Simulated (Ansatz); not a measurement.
The cell below belongs to a search over invented structures; it isn't taken from experiment.

Input and command of a plane-wave DFT calculation in Ansatz:

```yaml
crystal:
  lattice:
    - [5.309438948, 0.0, 0.0]
    - [0.0, 3.4223637357, 0.0]
    - [0.0, 0.0, 5.9060628979]
  atoms:
    - { symbol: Lu, position: [0.75, 0.0, 0.3287350714] }
    - { symbol: Lu, position: [0.25, 0.0, 0.6712649286] }
    - { symbol: Sc, position: [0.25, 0.5, 0.1643163118] }
    - { symbol: Sc, position: [0.75, 0.5, 0.8356836882] }
basis:
  ecutwfc: 500
kpoints:
  mp_grid: { grid: [8, 10, 6] }
  band_path:
    path:
      - [[0.0, 0.0, 0.0], [0.5, 0.0, 0.0], [0.5, 0.5, 0.0], [0.0, 0.5, 0.0], [0.0, 0.0, 0.0], [0.0, 0.0, 0.5], [0.5, 0.0, 0.5], [0.5, 0.5, 0.5], [0.0, 0.5, 0.5], [0.0, 0.0, 0.5]]
      - [[0.5, 0.0, 0.0], [0.5, 0.0, 0.5]]
      - [[0.0, 0.5, 0.0], [0.0, 0.5, 0.5]]
      - [[0.5, 0.5, 0.0], [0.5, 0.5, 0.5]]
    npoints: 14
hamiltonian:
  xc: r2scan
scf:
  occupations: { method: gaussian, width: 0.1 }
  n_extra_bands: 10
output:
  forces: true
  stress: true
  eigenvalues: true
  populations: true
  dos: { projected: true, de: 0.02, nscf_kmesh: { grid: [10, 12, 8] } }
  bader: true
  write_density: true
  write_potential: true
  elf: true
  volumetric_format: npy
```

```bash
ansatz run input.yaml --threads 1 --pin off --max-ram 2560MiB --backend cpu --events-out ev --progress --plain --runs-dir out
```

Processor: Intel(R) Xeon(R) Processor @ 2.70GHz, 1 thread, on a host shared with other jobs.

Question: How long does it run, and how much memory does it take?

Answer: About 5 min, peak memory 1.2 GiB. It solves 46 bands at 120 k points (after reduction by symmetry) with about 2727 plane waves, in 9 SCF iterations.
